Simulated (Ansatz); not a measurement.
Cu₂O (cuprite type, space group Pn-3m)

```
Cu2O
1.0
    4.22208     0.00000     0.00000
    0.00000     4.22208     0.00000
    0.00000     0.00000     4.22208
Cu O
4 2
Direct
  0.75000   0.75000   0.75000
  0.75000   0.25000   0.25000
  0.25000   0.75000   0.25000
  0.25000   0.25000   0.75000
  0.00000   0.00000   0.00000
  0.50000   0.50000   0.50000
```

The slice is a {100} plane (indices of the conventional cell) through the point (0.000, 0.000, 0.000) (fractional), spanned by u = [100] and v = [010] in vectors of this cell: u (4.22 Å) and v (4.22 Å, at 90° to u). It covers one period; positions are fractions (u, v).

These are PBEsol (plane waves to 420 eV, PAW, scalar-relativistic; Ansatz, a program for electronic structure) values and carry that method's errors. k mesh 8×8×8. These are valence fields of a PAW run, semicore shells included where kept as valence: close to a nucleus they are smooth pseudo fields. Cu2O is run without spin polarisation. Cu2O was relaxed with its symmetry unable to fall. The PAW data are Ansatz's earlier set.

Three fields on this plane, each scaled to ten steps between its own extremes (0 low, 9 high; the total valence density on a logarithmic scale, the potential cut 8 eV below its top; x marks points blanked near nuclei; v = 0 in the bottom row):

Map A
```
|xxxxxx600245789999987542006xxxxx|
|xxxxxx300246789999987642003xxxxx|
|xxxxxx101356789999987653101xxxxx|
|xxxxx20134678899999887643102xxxx|
|xxxx2013466788999998876643102xxx|
|x6310135667788999998877665310136|
|00001356777788999998877776531000|
|00013467777788999998877777643100|
|12234667777789999999877777664322|
|34456677777889999999887777766544|
|55667777778889999999888777777665|
|77778888888899999999988888888777|
|88888888899999999999999988888888|
|89999999999999999999999999999999|
|99999999999999999999999999999999|
|99999999999999999999999999999999|
|99999999999999999999999999999999|
|89999999999999999999999999999999|
|88888888899999999999999988888888|
|77778888888899999999988888888777|
|55667777778889999999888777777665|
|34456677777889999999887777766544|
|12234667777789999999877777664322|
|00013467777788999998877777643100|
|00001356777788999998877776531000|
|x6310135667788999998877665310136|
|xxxx2013466788999998876643102xxx|
|xxxxx20134678899999887643102xxxx|
|xxxxxx101356789999987653101xxxxx|
|xxxxxx300246789999987642003xxxxx|
|xxxxxx600245789999987542006xxxxx|
|xxxxxxx0013578899988753100xxxxxx|
```

Map B
```
|xxxxxx975432110000011234579xxxxx|
|xxxxxx975432110000011234579xxxxx|
|xxxxxx865432211000112234568xxxxx|
|xxxxx97654332111111123345679xxxx|
|xxxx9876544322111112234456789xxx|
|x9987765544332211122334455677899|
|77766655554432221222344555566677|
|55555555554432221222344555555555|
|44444445554432221222344555444444|
|23333444444332211122334444443333|
|12223334443322111112233444333222|
|11122233333221111111223333322211|
|01111222222211100011122222221111|
|00011122222111000001112222211100|
|00001112221110000000111222111000|
|00001111111110000000111111111000|
|00001112221110000000111222111000|
|00011122222111000001112222211100|
|01111222222211100011122222221111|
|11122233333221111111223333322211|
|12223334443322111112233444333222|
|23333444444332211122334444443333|
|44444445554432221222344555444444|
|55555555554432221222344555555555|
|77766655554432221222344555566677|
|x9987765544332211122334455677899|
|xxxx9876544322111112234456789xxx|
|xxxxx97654332111111123345679xxxx|
|xxxxxx865432211000112234568xxxxx|
|xxxxxx975432110000011234579xxxxx|
|xxxxxx975432110000011234579xxxxx|
|xxxxxxx7542110000000112457xxxxxx|
```

Map C
```
|xxxxxx963100000000000001369xxxxx|
|xxxxxx952000000000000000259xxxxx|
|xxxxxx731000000000000000137xxxxx|
|xxxxx84200000000000000000248xxxx|
|xxxx8520000000000000000000258xxx|
|x9974200000000000000000000024799|
|76532000000000000000000000002356|
|33210000000000000000000000000123|
|11000000000110000000110000000001|
|00000000001110000000111000000000|
|00000000011110000000111100000000|
|00000000011100000000011100000000|
|00000000000000000000000000000000|
|00000000000000000000000000000000|
|00000000000000000000000000000000|
|00000000000000000000000000000000|
|00000000000000000000000000000000|
|00000000000000000000000000000000|
|00000000000000000000000000000000|
|00000000011100000000011100000000|
|00000000011110000000111100000000|
|00000000001110000000111000000000|
|11000000000110000000110000000001|
|33210000000000000000000000000123|
|76532000000000000000000000002356|
|x9974200000000000000000000024799|
|xxxx8520000000000000000000258xxx|
|xxxxx84200000000000000000248xxxx|
|xxxxxx731000000000000000137xxxxx|
|xxxxxx952000000000000000259xxxxx|
|xxxxxx963100000000000001369xxxxx|
|xxxxxxx7310000000000000137xxxxxx|
```

Q: Assign the maps to these fields: density of the lowest conduction band (whole band as if filled, smooth part); electron localisation function (ELF); valence electron density.

A: A is the density of the lowest conduction band (whole band as if filled, smooth part); B is the valence electron density; C is the electron localisation function (ELF).
